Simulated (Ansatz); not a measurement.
# Property card for PrAu

PrAu:
```xyz
4
Lattice="2.0052 -5.6131 0.0000 2.0052 5.6131 0.0000 0.0000 0.0000 4.8039" Properties=species:S:1:pos:R:3 pbc="T T T"
Pr     2.0052    -4.0910     3.6029
Pr     2.0052     4.0910     1.2010
Au     2.0052    -0.9674     3.6029
Au     2.0052     0.9674     1.2010
```
The run is spin-polarised; directions of the spins, atom by atom: ↑ ↑ 0 0.

Space group Cmcm (No. 63); conventional cell a = 4.010 Å, b = 11.226 Å, c = 4.804 Å, α = 90.00°, β = 90.00°, γ = 90.00°.

Method: r²SCAN (plane waves, PAW; program Ansatz). Geometry: relaxed at this level of theory. Other levels are named where they apply.

**Cell and energy**

```yaml
volume_per_atom: 27.03 Å³
density: 10.38 g/cm³
```

**Electronic structure**

```yaml
electronic_character: metallic (no gap)
Density of states at the Fermi level: 1.9 states/eV per atom (mean over ±0.08 eV)
```

**Magnetism**

```yaml
magnetic_order: ferromagnetic
net_moment: 1.32 μB per atom
```

The workflow started from a Materials Project entry (that database holds measured and hypothetical structures alike); the Crystallography Open Database copy checked does not list it. COD files the formula under space group No. 221. Whether it is the stable phase at ambient conditions was not checked. The r²SCAN relaxation kept the symmetry of its start; whether a distortion lowers the energy is not shown. Spin order of the final state: ferromagnetic, the only order run, not a proven ground state. The 4f shell is in the valence, and the state reached may lie above the lowest one. Other orbital occupations within this spin state were not tried. No Hubbard U is applied. Axis ratios of metals converge slowly with the k-mesh, so a and c are less sure than the volume. Spin–orbit coupling is left out wherever it is not named.

Potentials: the later of the program's two PAW sets.
